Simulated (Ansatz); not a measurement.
# CsPbBr3 (cubic perovskite): map of one atom of the cell

CsPbBr3 (cubic perovskite)

```yaml
crystal:
  lattice:
    - [6.00308, 0.00000, 0.00000]
    - [0.00000, 6.00308, 0.00000]
    - [0.00000, 0.00000, 6.00308]
  atoms:
    - { symbol: Cs, position: [0.00000, 0.00000, 0.00000] }
    - { symbol: Pb, position: [0.50000, 0.50000, 0.50000] }
    - { symbol: Br, position: [0.00000, 0.50000, 0.50000] }
    - { symbol: Br, position: [0.50000, 0.50000, 0.00000] }
    - { symbol: Br, position: [0.50000, 0.00000, 0.50000] }
```

Two-dimensional scan of atom 1 (Cs, nearest neighbour Br at 4.245 Å; its periodic images, 6.0 Å or more away, move with it): u runs along (1.000, 0.000, 0.000), v along (0.000, 0.000, 1.000) (Cartesian). Cell and other atoms are fixed.

The numbers are results of PBE (plane waves to 420 eV, PAW, scalar-relativistic; Ansatz, a first-principles code), not measurements. k mesh 5×5×5 (Γ-centred), Fermi-Dirac smearing 0.05 eV. E stands for the smeared free energy. Fu and Fv are the components of the force on the atom. CsPbBr3 was relaxed with its symmetry unable to fall. Spin-orbit coupling is left out, though Pb is heavy. This is a high-temperature form of CsPbBr3. ΔE is measured from the undisplaced structure. Axes are in Å.

ΔE (meV/cell), with u across and v down:

| v \ u | -0.640 | -0.427 | -0.213 | 0.000 | 0.213 | 0.427 | 0.640 |
|---|---|---|---|---|---|---|---|
| -0.640 | 107.7 | 52.1 | 26.2 | 18.9 | 26.2 | 52.1 | 107.7 |
| -0.427 | 52.1 | 21.3 | 8.3 | 4.9 | 8.3 | 21.3 | 52.1 |
| -0.213 | 26.2 | 8.3 | 2.0 | 0.7 | 2.0 | 8.3 | 26.2 |
| 0.000 | 18.9 | 4.9 | 0.7 | 0.0 | 0.7 | 4.9 | 18.9 |
| 0.213 | 26.2 | 8.3 | 2.0 | 0.7 | 2.0 | 8.3 | 26.2 |
| 0.427 | 52.1 | 21.3 | 8.3 | 4.9 | 8.3 | 21.3 | 52.1 |
| 0.640 | 107.7 | 52.1 | 26.2 | 18.9 | 26.2 | 52.1 | 107.7 |

Fv (eV/Å), with u across and v down:

```csv
v \ u,-0.640,-0.427,-0.213,0.000,0.213,0.427,0.640
-0.640,0.36,0.20,0.13,0.10,0.13,0.20,0.36
-0.427,0.18,0.09,0.05,0.04,0.05,0.09,0.18
-0.213,0.07,0.03,0.01,0.01,0.01,0.03,0.07
0.000,0.00,0.00,0.00,0.00,0.00,0.00,0.00
0.213,-0.07,-0.03,-0.01,-0.01,-0.01,-0.03,-0.07
0.427,-0.18,-0.09,-0.05,-0.04,-0.05,-0.09,-0.18
0.640,-0.36,-0.20,-0.13,-0.10,-0.13,-0.20,-0.36
```

Derived quantities:

```
Item                                                                                                                                                                          Value
------------------------------------------------------  ---------------------------------------------------------------------------------------------------------------------------
Lowest place on the grid                                                                                                                    u = 0.000 Å, v = 0.000 Å (0.0 meV/cell)
Highest place on the grid, met at several equal points  u = -0.640 Å, v = -0.640 Å; u = 0.640 Å, v = -0.640 Å; u = -0.640 Å, v = 0.640 Å; u = 0.640 Å, v = 0.640 Å (107.7 meV/cell)
```

The 49 points together took very roughly 6 core-minutes.

(For displaced atoms, the force is minus the slope of the energy, and its curvature is a force constant, which sets phonon frequencies.)
